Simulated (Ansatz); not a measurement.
SnS2:
```xyz
6
Lattice="3.6163 0.0000 0.0000 -1.8081 3.1318 0.0000 0.0000 0.0000 14.0739" Properties=species:S:1:pos:R:3 pbc="T T T"
Sn     0.0000     2.0879     3.5185
Sn     1.8081     1.0439    10.5555
S      0.0000     2.0879     8.9398
S      1.8081     1.0439     1.9028
S      1.8081     1.0439     5.1342
S      0.0000     2.0879    12.1712
```

Relaxed with PBE. Special points in fractions of this cell's reciprocal vectors: Γ (0.000, 0.000, 0.000); M (0.500, 0.000, 0.000); K (0.333, 0.333, 0.000); A (0.000, 0.000, 0.500); L (0.500, 0.000, 0.500); H (0.333, 0.333, 0.500).

Q: List the band energies nearest the valence-band maximum at these points for plane-wave PAW PBE (Ansatz code).

A: In eV from the valence-band maximum; about four levels below and three above (degenerate sets whole), none deeper than 8.9 eV; points with the same levels are listed once.

```
k                    below                above
-  -----------------------  -------------------
Γ    -0.03 -0.03 0.00 0.00       0.83 1.38 4.50
M  -0.66 -0.60 -0.45 -0.15       0.62 0.92 2.67
K  -2.22 -2.10 -0.17 -0.17       1.61 1.61 2.79
A  -0.01 -0.01 -0.01 -0.01  1.14 1.14 4.61 4.61
L  -0.63 -0.63 -0.32 -0.32  0.78 0.78 2.82 2.82
H  -2.16 -2.16 -0.19 -0.19  1.63 1.63 2.95 2.95
```

Space group P6_3/mmc. A made-up cell: these elements were put on the sites of a structure type; neither database checked (COD, Materials Project) lists it. It is not the phase usual at ambient conditions (space group No. 164). The PBE relaxation kept the symmetry of its start; whether a distortion lowers the energy is not shown. A crystal of weakly bound layers computed without a dispersion correction: the cell and the soft elastic constants depend strongly on that. Scalar-relativistic: spin–orbit coupling is off unless named, which matters more the heavier the elements.

Potentials: the later of the program's two PAW sets.
